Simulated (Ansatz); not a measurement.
A geometry of S away from equilibrium: step 2 of the relaxation of a relaxed S cell, doubled along one cell vector, shaken by Gaussian noise of σ = 0.08 Å a coordinate. The numbers are results of PBE (plane waves to 420 eV, PAW, scalar-relativistic; Ansatz, an electronic-structure program), not measurements. Γ-centred k-mesh 4×4×6 on the run's cell (coarser than for final values), Fermi–Dirac smearing 0.05 eV.

```
CELL_PARAMETERS angstrom
      7.99624    -0.00548     0.00256
     -4.00286     6.95394    -0.00622
      0.00134    -0.00298     4.19815
ATOMIC_POSITIONS crystal
  S  0.00266 0.98055 0.01217
  S  0.00262 0.98040 0.47207
  S  0.33305 0.61880 0.25439
  S  0.29449 0.63263 0.77612
  S  0.66366 0.32666 0.24071
  S  0.71941 0.37214 0.75223
```

Problem. Which atoms carry the largest force, and which way does it point?

Solution. 0.45 eV/Å, on S1, S2 (atoms numbered as listed); on S1 its components are (0.00, 0.00, 0.45).

Problem. What is the pressure?

Solution. +0.2 GPa, compression positive.

No spin polarisation in the result. Without a van der Waals term the distances between weakly bound units are poorly fixed.

The end of the path is a generated cell of S: the first start was made by placing the elements on the sites of a structure type, and the end was not matched to a known phase here, so it may be hypothetical.
